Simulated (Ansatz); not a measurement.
In DFT-PBEsol in the program Ansatz with PAW potentials, InMo3C in the anti-perovskite structure (Pm-3m) relaxes to a = 4.172 Å. In has 12 nearest neighbours from 2.95 Å (cuboctahedral); C has 6 nearest neighbours from 2.09 Å (octahedral). Against the elements it lies at 0.13 eV/atom, with no fitted shifts.

Electronic character: metallic (no gap). Gap from PBEsol with spin–orbit coupling: none (metallic).

An equation-of-state fit gives a bulk modulus of 241 GPa. The relaxed-ion elastic constants in GPa are C11 = 459, C12 = 133, C44 = 77.0. The elastic constants imply a Debye temperature near 453 K. The highest mode at Γ lies at 655 cm⁻¹.

The start of the workflow was typed in or built on a structure type; neither database checked (COD, Materials Project) lists it. Its standing as an ambient phase is unchecked. The PBEsol relaxation kept the symmetry of its start; its stability against distortions is not shown here. The run is not spin-polarised. As this level gives no gap, shear constants depend on the k-mesh and smearing (Fermi–Dirac, 0.1 eV here). As this level gives no gap, phonon frequencies hold no LO–TO term and depend on the k-mesh and smearing (Fermi–Dirac, 0.1 eV here). The references are the lowest solids computed at this level, not always the standard phases. Scalar-relativistic: spin–orbit coupling is off unless named, which matters more the heavier the elements.

Potentials: the earlier of the program's two PAW sets. The files were generated under PBE; for other functionals the program regenerates the frozen cores, and for LDA and PBEsol the local potential too.
